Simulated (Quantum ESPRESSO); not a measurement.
Kohn-Sham bands of HfBrN (R-3m)

```
HfBrN
1.0
   -1.80225     3.12160     0.00000
   -3.60451     0.00000     0.00000
   -1.80225     1.04053    10.06582
Hf Br N
2 2 2
Direct
  0.79077   0.79077   0.62769
  0.20923   0.20923   0.37231
  0.60800   0.60800   0.17601
  0.39200   0.39200   0.82399
  0.86177   0.86177   0.41469
  0.13823   0.13823   0.58531
```

Cell from Materials Project (mp-30302), symmetrised, no further relaxation. Not found in the COD (Crystallography Open Database) copy used, which has the formula in other groups; not checked further. Computed values, not measurements, from PBEsol: Quantum ESPRESSO (norm-conserving PseudoDojo potentials, cutoff 68 Ry, spinors with spin-orbit coupling) on a Γ-centred 4×4×4 mesh, then Wannier90. Density: 10×10×10 mesh, cold smearing 0.01 Ry. The cell is built of weakly bound layers, chains or molecules. Database cells relaxed without dispersion often hold them too far apart, which can enlarge gaps and weakens couplings between them; spacing and stacking were not compared with the measured crystal.

Energies are relative to the valence-band maximum; weights are on the orthonormalised atomic waves of the pseudopotential files, averaged over the group. 48 electrons a cell are treated as valence.

Task: Into which isolated groups do the bands fall, where do they lie and what are they made of?

Result: 
| bands | from (eV) | to (eV) | filling | weight on atomic waves |
|---|---|---|---|---|
| 1–4 | -61.10 | -61.08 | filled | Hf 5s 97 % |
| 5–8 | -35.51 | -35.40 | filled | Hf 5p 98 % |
| 9–16 | -28.06 | -27.62 | filled | Hf 5p 97 % |
| 17–20 | -15.14 | -14.06 | filled | Br 4s 85 %, Hf 6s 7 %, Hf 5d 5 % |
| 21–24 | -13.65 | -12.52 | filled | N 2s 66 %, Hf 5d 19 %, Hf 6s 6 % |
| 25–48 | -5.66 | 0.00 | filled | Br 4p 44 %, N 2p 34 %, Hf 5d 17 % |

The Kohn-Sham gap over both meshes and the path is 1.82 eV.
